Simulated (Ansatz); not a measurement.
Al:
```cif
data_Al4
_chemical_formula_sum 'Al4'
_space_group_name_H-M_alt 'Fm-3m'
_space_group_IT_number 225
_space_group_name_Hall '-F 4 2 3'
_cell_length_a 3.97613
_cell_length_b 3.97613
_cell_length_c 3.97613
_cell_angle_alpha 90.000
_cell_angle_beta 90.000
_cell_angle_gamma 90.000
loop_
_atom_site_label
_atom_site_type_symbol
_atom_site_symmetry_multiplicity
_atom_site_Wyckoff_symbol
_atom_site_fract_x
_atom_site_fract_y
_atom_site_fract_z
_atom_site_occupancy
Al1 Al 4 a 0.00000 0.00000 0.00000 1
```
(The calculation used a cell of 1 atom; values per cell refer to that cell.)

Relaxed with plane-wave PAW r²SCAN+D4 (Ansatz code). Indices refer to the conventional cell of Fm-3m, a = b = c = 3.976 Å, α = β = γ = 90.00°.

Question: Simulate the powder diffraction pattern (Fe Kα, λ = 1.93735 Å; lines above 1 %) up to 2θ = 90°.

Answer: Simulated powder pattern, Fe Kα, λ = 1.93735 Å (kinematic, ideal powder, no thermal factors, no anomalous dispersion; the 30 strongest lines at most, above 1 %, up to 2θ = 90°):

```tsv
2θ (°)	d (Å)	I/Imax (%)	hkl
49.92	2.296	100	(111)
58.32	1.988	47	(200)
87.11	1.406	33	(220)
```

The r²SCAN+D4 relaxation kept the symmetry of its start. The pairwise dispersion correction was not fitted to metals.

Potentials: the later of the program's two PAW sets.
